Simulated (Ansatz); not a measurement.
The cell below belongs to a search over invented structures; it isn't taken from experiment.

Input and command of a plane-wave DFT calculation in Ansatz:

```yaml
crystal:
  lattice:
    - [3.9411289613, 0.0, 0.0]
    - [-1.9705644806, 3.4131178001, 0.0]
    - [0.0, 0.0, 9.8620011563]
  atoms:
    - { symbol: Al, position: [0.0, 0.0, 0.0042493042] }
    - { symbol: B, position: [0.6666666667, 0.3333333333, 0.3497657408] }
    - { symbol: B, position: [0.3333333333, 0.6666666667, 0.651945598] }
    - { symbol: Sb, position: [0.6666666667, 0.3333333333, 0.5815135759] }
    - { symbol: Sb, position: [0.0, 0.0, 0.2779574098] }
    - { symbol: Sb, position: [0.3333333333, 0.6666666667, 0.8845683713] }
basis:
  ecutwfc: 420
kpoints:
  mp_grid: { grid: [12, 12, 4] }
hamiltonian:
  xc: pbe
scf:
  occupations: { method: gaussian, width: 0.1 }
output:
  forces: true
  stress: true
  eigenvalues: true
  write_density: true
  write_potential: true
  elf: true
  volumetric_format: npy
relax:
  adjacent_minimum: "off"
  f_tol: 0.01
  max_steps: 80
  cell: { stress_tol: 0.05 }
```

```bash
ansatz run input.yaml --threads 1 --pin off --max-ram 2560MiB --backend cpu --events-out ev --progress --plain --runs-dir out
```

Processor: Intel(R) Xeon(R) Processor @ 2.70GHz, 1 thread, on a host shared with other jobs.

Problem. Estimate time, memory and problem size.

Solution. About 2.7 min, peak memory 0.55 GiB. It solves 33 bands at 69 k points (after reduction by symmetry) with about 2589 plane waves (on the last cell), in 40 SCF iterations over 5 ionic steps.
